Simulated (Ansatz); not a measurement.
**CdMo, a known structure type with other elements, at an estimated volume**

```
Mo Cd
1.0
     2.89699    0.00000    0.00000
     0.00000    2.89699    0.00000
     0.00000    0.00000    8.93238
Mo Cd
2 2
Direct
  0.00000 0.50000 0.60800
  0.50000 0.00000 0.39200
  0.00000 0.50000 0.13000
  0.50000 0.00000 0.87000
```

Single point in Ansatz 0.2.0 with r2SCAN, no spin polarisation. Cutoff 500 eV, PAW datasets, 12×12×4 Γ-centred k mesh, fermi-dirac filling (width 0.1 eV).

Question: Metal or insulator?

Answer: It is a metal, with about 5.1 states/eV a cell as the mean within 0.25 eV of the Fermi level, mostly Mo d (85 %).

Question: Where is the largest force?

Answer: The largest is on Cd3 (and as large on other atoms): 0.58 eV/Å, components (0.00, 0.00, 0.58). It makes 90° with the line to a nearest neighbour, Cd3 at 2.90 Å.

Question: What do density and ELF say about some of the short contacts?

Answer: Mo–Mo at 2.81 Å: least valence density 0.34 e/Å³ and ELF 0.33 there. Cd–Cd at 2.90 Å: least valence density 0.21 e/Å³ and ELF 0.20 there. Mo–Cd at 3.11 Å: least valence density 0.18 e/Å³ and ELF 0.25 there. Both are smooth PAW fields, read partly inside the augmentation spheres.

Question: Is the cell too large or too small?

Answer: The pressure is -6.3 GPa (compression positive), so with the atoms held at these fractions the cell would first shrink. The principal stresses -6.9, -6.9, -5.2 GPa differ, so its shape would change too.

Question: How is the charge shared?

Answer: Bader charges in e: Cd -0.10, Mo +0.10. In the mean Mo gives up most and Cd takes most.

Question: Is it stable against the elements?

Answer: 0.50 eV an atom against the elements' usual phases (free molecules for gases, crystals otherwise, with no correction for O₂ or N₂), so at this geometry it isn't bound against them. Relaxing would lower it.

Origin: a known structure type with other elements, at an estimated volume, so it need not be a known compound. Caveats: many states at the Fermi level without spin polarisation, so a magnetic state may lie lower.
